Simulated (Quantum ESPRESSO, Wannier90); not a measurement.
## Ag (fcc (Cu type)), plane waves to Wannier functions

Cell from Materials Project (mp-124), symmetrised, no further relaxation. This is the element's usual structure. Computed values, not measurements, from PBEsol: Quantum ESPRESSO (norm-conserving PseudoDojo potentials, cutoff 66 Ry, spinors with spin-orbit coupling) on a Γ-centred 10×10×10 mesh, then Wannier90. Density: 18×18×18 mesh, cold smearing 0.01 Ry.

On the energy scale of pw.x, whose zero is arbitrary, the Fermi level lies at 16.89 eV.

Isolated groups of bands, relative to the Fermi level (bands from 9 on overlap up to the last one computed):

| bands | from (eV) | to (eV) | filling | weight on atomic waves |
|---|---|---|---|---|
| 1–2 | -91.75 | -91.73 | filled | Ag 4s 99 % |
| 3–4 | -58.82 | -58.75 | filled | Ag 4p 100 % |
| 5–8 | -53.73 | -53.60 | filled | Ag 4p 100 % |

Input w.win:

```
num_bands = 34
num_wann = 18
exclude_bands = 1-8
spinors = true
num_iter = 800
conv_tol = 1.0e-6
conv_window = 4
dis_num_iter = 1000
dis_conv_tol = 1.0e-6
dis_froz_max = 1.50
write_hr = true
write_u_matrices = true
begin projections
Ag: s;p;d
end projections
begin unit_cell_cart
ang
    0.0000000000    2.0521800000    2.0521800000
    2.0521800000    0.0000000000    2.0521800000
    2.0521800000    2.0521800000    0.0000000000
end unit_cell_cart
begin atoms_frac
Ag   0.0000000000  0.0000000000  0.0000000000
end atoms_frac
mp_grid = 10 10 10
begin kpoints
0.0000000000 0.0000000000 0.0000000000
0.0000000000 0.0000000000 0.1000000000
0.0000000000 0.0000000000 0.2000000000
... (997 more lines: the 10x10x10 mesh through Gamma)
end kpoints
```

The run ends without an error message, but its bands miss those of pw.x by 453 meV rms and 1.44 eV at worst (states up to 1.0 eV relative to the Fermi level).

What is the mistake?

Window typed relative to the reference level, not as an absolute energy. With that mended (18 functions from bands 9-42 of the 42 computed, start hydrogen-like Ag: s;p;d, frozen window up to 1.50 eV relative to the Fermi level, outer window open) the misfit is 8.0 meV rms.
